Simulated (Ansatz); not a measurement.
According to PBEsol in the plane-wave PAW code Ansatz, InMo$_{2}$C in the hexagonal phase (P6_3/mmc; In on 2d, Mo on 4f, C on 2a) relaxes to a = 3.091 Å, c = 13.874 Å. In has 12 nearest neighbours from 2.95 Å (anticuboctahedral); C has 6 nearest neighbours from 2.11 Å (octahedral). Its formation energy from the elements is -0.064 eV/atom, with no fitted shifts.

Electronic character: metallic (no gap).

The relaxed-ion elastic constants in GPa are C11 = 293, C12 = 103, C13 = 141, C33 = 316, C44 = 94.8. The elastic constants imply a Debye temperature near 429 K.

The start of the workflow was typed in or built on a structure type; neither database checked (COD, Materials Project) lists it. Its standing as an ambient phase is unchecked. Symmetry was held in the PBEsol relaxation; whether a distortion lowers the energy is not shown. No spin polarisation was allowed. As this level gives no gap, shear constants depend on the k-mesh and smearing (Fermi–Dirac, 0.1 eV here). The references are the lowest solids computed at this level, not always the standard phases. Scalar-relativistic: spin–orbit coupling is off unless named, which matters more the heavier the elements.

Potentials: the earlier of the program's two PAW sets. The files were generated under PBE; for other functionals the program regenerates the frozen cores, and for LDA and PBEsol the local potential too.
